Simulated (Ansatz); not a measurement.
Cd$_{2}$SnO$_{4}$:
```
Cd2SnO4
1.0
    5.57059     0.00000     0.00000
    0.00000     9.92991     0.00000
    0.00000     0.00000     3.19931
Cd Sn O
4 2 8
Direct
  0.06037   0.32358   0.50000
  0.93963   0.67642   0.50000
  0.56037   0.17642   0.50000
  0.43963   0.82358   0.50000
  0.00000   0.00000   0.00000
  0.50000   0.50000   0.00000
  0.13494   0.80678   0.00000
  0.86506   0.19322   0.00000
  0.63494   0.69322   0.00000
  0.36506   0.30678   0.00000
  0.26296   0.53913   0.50000
  0.73704   0.46087   0.50000
  0.76296   0.96087   0.50000
  0.23704   0.03913   0.50000
```

Relaxed with PBEsol. PBEsol (plane waves, PAW; program Ansatz) gives a gap of 0.48 eV.

**Question.** What gap does HSE06 give on the same cell (Ansatz, PAW)?

**Answer.** 2.03 eV, 1.55 eV more. The hybrid was solved on a coarser mesh and at special points; its gap is the smallest among all of these.

| k | v1 PBEsol | c1 PBEsol | v1 HSE06 | c1 HSE06 |
|---|---|---|---|---|
| Γ | -0.02 | 0.48 | -0.05 | 2.03 |
| X | -0.46 | 3.26 | -0.47 | 4.87 |
| Z | 0.00 | 5.17 | 0.00 | 6.95 |
| U | -0.32 | 5.50 | ? | ? |
| Y | -0.03 | 1.94 | ? | ? |
| S | -0.45 | 3.62 | ? | ? |
| T | 0.00 | 5.40 | -0.01 | 7.22 |
| R | -0.34 | 5.54 | ? | ? |

**Question.** Top valence (v1) and lowest conduction level (c1) in eV from each method's valence maximum (which need not be a listed point): supply the withheld HSE06 values.

**Answer.** 
- S, v1 HSE06: -0.47
- S, c1 HSE06: 5.28
- Y, v1 HSE06: -0.05
- Y, c1 HSE06: 3.38
- U, v1 HSE06: -0.40
- U, c1 HSE06: 7.38
- R, v1 HSE06: -0.42
- R, c1 HSE06: 7.43

Cost on shared cores: the PBEsol run (SCF on a 5×3×9 mesh, then bands and DOS) about 3 core-minutes (a rough figure), the HSE06 run (SCF on 3×2×5, then a few points) about 5 core-minutes (a rough figure); the tasks are unlike.

Space group Pbam. The first step of the workflow began from a Materials Project structure, measured or hypothetical; the Crystallography Open Database files this formula in space group No. 55, but the cells were not matched. Its standing as an ambient phase is unchecked. The cell was relaxed with PBEsol under the symmetry of its start; whether a distortion lowers the energy is not shown. Scalar-relativistic: spin–orbit coupling is off unless named, which matters more the heavier the elements.

Potentials: the later of the program's two PAW sets.
